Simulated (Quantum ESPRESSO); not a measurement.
## Ca2MgZnO4 (a curve over strain)

A calculation, not a measurement. The program is pw.x of Quantum ESPRESSO 7.5 (plane-wave density functional theory). The cell is made up: 8 atoms on a rocksalt lattice, with randomly drawn elements, strain and displacements, not relaxed. PseudoDojo standard norm-conserving files (v0.5 for PBE, v0.4.1 for LDA and PBEsol) set the functional; there is no spin polarisation, spin-orbit coupling or dispersion term, and the masses in the input are unused placeholders.

Seven runs add a strain to one cell (the same linear strain along x, y and z); the atoms follow the cell and are not relaxed. Stress in the table is positive in tension.

Input of the run at -0.0045:

```
&control calculation='scf', pseudo_dir='./dojo.nc.sr.pbe.v0_5.standard.upf', outdir='./o', disk_io='low', tprnfor=.true., tstress=.true. /
&system ibrav=0, nat=8, ntyp=4, nbnd=43, ecutwfc=84.00895049, nosym=.true., tot_charge=0,
 occupations='smearing', smearing='fd', degauss=0.0018374661
/
&electrons conv_thr=7.350e-09, electron_maxstep=60, /
ATOMIC_SPECIES
Ca 1.0 Ca.upf
Mg 1.0 Mg.upf
O 1.0 O.upf
Zn 1.0 Zn.upf
CELL_PARAMETERS angstrom
4.5466 0.0 0.0
0.0 4.5466 0.0
0.0 0.0 4.5466
ATOMIC_POSITIONS angstrom
Ca -0.2145 0.0637 0.006
Mg -0.1865 2.2148 2.28
Ca 2.1352 0.1136 2.3453
Zn 2.1709 2.2775 -0.067
O 2.3766 0.0691 0.0481
O 2.2575 2.2499 2.2314
O 4.5717 -0.0257 2.2618
O 4.3991 2.1256 0.0446
K_POINTS automatic
4 4 4 1 1 1
```

| added strain | free energy less that of the input shown (eV) | stress xx (GPa) | stress yy (GPa) | stress zz (GPa) | stress xy (GPa) | pressure (GPa) | iterations |
| --- | --- | --- | --- | --- | --- | --- | --- |
| -0.0229 | 0.4469 | -25.95 | -18.61 | -12.35 | -1.02 | 18.97 | 12 |
| -0.0142 | 0.1996 | -20.60 | -13.82 | -8.07 | -0.95 | 14.16 | 12 |
| -0.0110 | 0.1246 | -18.75 | -12.18 | -6.61 | -0.92 | 12.52 | 12 |
| -0.0045 | 0.0000 | -15.27 | -9.08 | -3.85 | -0.87 | 9.40 | 12 |
| +0.0104 | -0.1659 | -8.23 | -2.86 | 1.65 | -0.77 | 3.15 | 12 |
| +0.0160 | -0.1881 | -5.91 | -0.82 | 3.44 | -0.73 | 1.10 | 12 |
| +0.0226 | -0.1879 | -3.40 | 1.38 | 5.37 | -0.69 | -1.12 | 12 |

A cubic fit gives a slope of stress xx against the added strain of 489 GPa at zero added strain, with the atoms clamped. Across the table the free energy follows the integral of the stress to within 3.2 meV. A rerun of one of the cells at 1437 eV and a 6 x 6 x 6 mesh moved values by no more than 0.002 eV in energy, 0.05 GPa in stress and 0.006 eV/Å in force.